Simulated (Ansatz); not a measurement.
Here is the system:

SrSi2Pd2:
```yaml
crystal:
  lattice:
    - [-2.15306, 2.15306, 4.99023]
    - [2.15306, -2.15306, 4.99023]
    - [2.15306, 2.15306, -4.99023]
  atoms:
    - { symbol: Sr, position: [0.00000, 0.00000, 0.00000] }
    - { symbol: Si, position: [0.37328, 0.37328, 0.00000] }
    - { symbol: Si, position: [0.62672, 0.62672, 0.00000] }
    - { symbol: Pd, position: [0.25000, 0.75000, 0.50000] }
    - { symbol: Pd, position: [0.75000, 0.25000, 0.50000] }
```

This is the r²SCAN-relaxed structure.

Question: All from DFT-r²SCAN in the program Ansatz with PAW potentials, unless another level is named. Estimate the electronic character.

Answer: metallic (no gap).

Question: And the density of states at the Fermi level?

Answer: 0.54 states/eV per atom (mean over ±0.08 eV).

Question: Give the formation energy from the elements (no fitted shifts).

Answer: -0.77 eV/atom.

Space group I4/mmm. The first step of the workflow began from a Materials Project structure, measured or hypothetical; the Crystallography Open Database files this formula in space group No. 139, but the cells were not matched. Whether it is the stable phase at ambient conditions was not checked. The r²SCAN relaxation kept the symmetry of its start; its stability against distortions is not shown here. The run is not spin-polarised. The references are the lowest solids computed at this level, not always the standard phases. Spin–orbit coupling is left out wherever it is not named.

Potentials: the later of the program's two PAW sets.
